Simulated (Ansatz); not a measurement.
Ta2AlB2:
```yaml
crystal:
  lattice:
    - [3.08833, 0.00000, 0.00000]
    - [-1.54417, 2.67458, 0.00000]
    - [0.00000, 0.00000, 7.54879]
  atoms:
    - { symbol: Ta, position: [0.33333, 0.66667, 0.70768] }
    - { symbol: Ta, position: [0.33333, 0.66667, 0.29232] }
    - { symbol: Al, position: [0.00000, 0.00000, 0.00000] }
    - { symbol: B, position: [0.00000, 0.00000, 0.50000] }
    - { symbol: B, position: [0.66667, 0.33333, 0.50000] }
```

Relaxed with r²SCAN. Special points in fractions of this cell's reciprocal vectors: Γ (0.000, 0.000, 0.000); M (0.500, 0.000, 0.000); K (0.333, 0.333, 0.000); A (0.000, 0.000, 0.500); L (0.500, 0.000, 0.500); H (0.333, 0.333, 0.500).

### Question
List the band energies nearest the Fermi level at these points for DFT-r²SCAN with spin–orbit coupling in the program Ansatz with PAW potentials.

### Answer
In eV from the Fermi level; about four levels below and three above (degenerate sets whole), none deeper than 8.9 eV; points with the same levels are listed once.

```
k                    below                above
-  -----------------------  -------------------
Γ  -0.65 -0.65 -0.24 -0.24  0.06 0.06 1.28 1.28
M  -3.73 -3.73 -1.80 -1.80  1.38 1.38 1.47 1.47
K  -2.21 -2.19 -1.38 -1.23       1.20 1.47 1.62
A  -0.64 -0.64 -0.22 -0.22  0.03 0.03 0.91 0.91
L  -3.48 -3.48 -1.99 -1.99  0.61 0.61 1.01 1.01
H  -2.64 -2.59 -1.86 -1.72       1.61 1.62 3.11
```

Space group P-6m2. The start of the workflow was typed in or built on a structure type; neither database checked (COD, Materials Project) lists it. Whether it is the stable phase at ambient conditions was not checked. Symmetry was held in the r²SCAN relaxation; whether a distortion lowers the energy is not shown. No spin polarisation was allowed.

Potentials: the earlier of the program's two PAW sets. The files were generated under PBE; for other functionals the program regenerates the frozen cores, and for LDA and PBEsol the local potential too.
